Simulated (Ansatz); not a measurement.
The start is a relaxed CdTe cell, doubled along one cell vector, shaken by Gaussian noise of σ = 0.08 Å a coordinate. The structure is fully relaxed (lattice and positions, P = 0) with PBE (plane waves to 420 eV, PAW, scalar-relativistic; Ansatz, an electronic-structure program). The first steps use a coarse 6×3×6 k-mesh.

Initial structure:
```
CdTe
1.0
    0.00000     3.30955     3.30955
    6.61911     0.00000     6.61911
    3.30955     3.30955     0.00000
Te Cd
2 2
Direct
  0.76625   0.37566   0.70892
  0.70421   0.88269   0.77421
  0.00523   0.98783   0.98685
  0.99407   0.48130   0.02469
```

Q: Is the parent structure recovered?

A: The parent structure is recovered, F-43m (No. 216).

Q: How do the shortest distances between atoms change?

A: The closest pairs of elements (up to four, under 3.6 Å), start → end: Cd–Te 2.62 → 2.87 Å.

It ends as:

Space group F-43m (No. 216); a = 6.619 Å, b = 6.619 Å, c = 6.619 Å, α = 90.00°, β = 90.00°, γ = 90.00°

```json
[
 {"atom": "Te", "site": "4c", "symmetry": "-43m", "x": "0.2500", "y": "0.2500", "z": "0.2500"},
 {"atom": "Cd", "site": "4a", "symmetry": "-43m", "x": "0.0000", "y": "0.0000", "z": "0.0000"}
]
```
(The calculation used a cell of 2 atoms; values per cell refer to that cell.)

Final values are on a 9×9×9 k-mesh of the relaxed cell. No spin polarisation in the result.
